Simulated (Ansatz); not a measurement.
ZnSnN2:
Space group Pna2₁ (No. 33); a = 5.8466 Å, b = 6.7329 Å, c = 5.4740 Å, α = β = γ = 90.00°

```
atom  site  symmetry       x       y       z
----  ----  --------  ------  ------  ------
Zn      4a         1  0.4173  0.1250  0.4988
Sn      4a         1  0.0881  0.1249  0.9992
N       4a         1  0.0825  0.1256  0.3783
N       4a         1  0.0800  0.6243  0.3737
```

Relaxed with r²SCAN. r²SCAN (plane waves, PAW; program Ansatz) gives a gap of 0.53 eV.

What gap does HSE06 give on the same cell (Ansatz, PAW)?

1.34 eV, 0.81 eV more. The hybrid was solved on a coarser mesh and at special points; the gap given is the minimum over both.

| k | v1 r²SCAN | c1 r²SCAN | v1 HSE06 | c1 HSE06 |
|---|---|---|---|---|
| Γ | 0.00 | 0.53 | 0.00 | 1.34 |
| X | -0.40 | 2.93 | (withheld) | (withheld) |
| Z | -0.46 | 2.96 | -0.51 | 3.85 |
| U | -1.01 | 3.60 | -1.12 | 4.44 |
| Y | -0.43 | 2.68 | -0.46 | 3.53 |
| S | -0.85 | 3.55 | (withheld) | (withheld) |
| T | -0.93 | 3.74 | (withheld) | (withheld) |
| R | -1.18 | 4.13 | (withheld) | (withheld) |

Top valence (v1) and lowest conduction level (c1) in eV from each method's valence maximum (which need not be a listed point): supply the withheld HSE06 values.


- R, v1 HSE06: -1.31
- R, c1 HSE06: 5.04
- T, v1 HSE06: -1.06
- T, c1 HSE06: 4.69
- X, v1 HSE06: -0.44
- X, c1 HSE06: 3.80
- S, v1 HSE06: -0.95
- S, c1 HSE06: 4.48

Cost on shared cores: the r²SCAN run (SCF on a 5×4×5 mesh, then bands and DOS) around 19 core-minutes (rough), the HSE06 run (SCF on 3×3×3, then a few points) about 18 core-minutes (a rough figure); the tasks are unlike.

Space group Pna2_1. The r²SCAN relaxation kept the symmetry of its start. Scalar-relativistic: spin–orbit coupling is off unless named, which matters more the heavier the elements.

Potentials: the later of the program's two PAW sets.
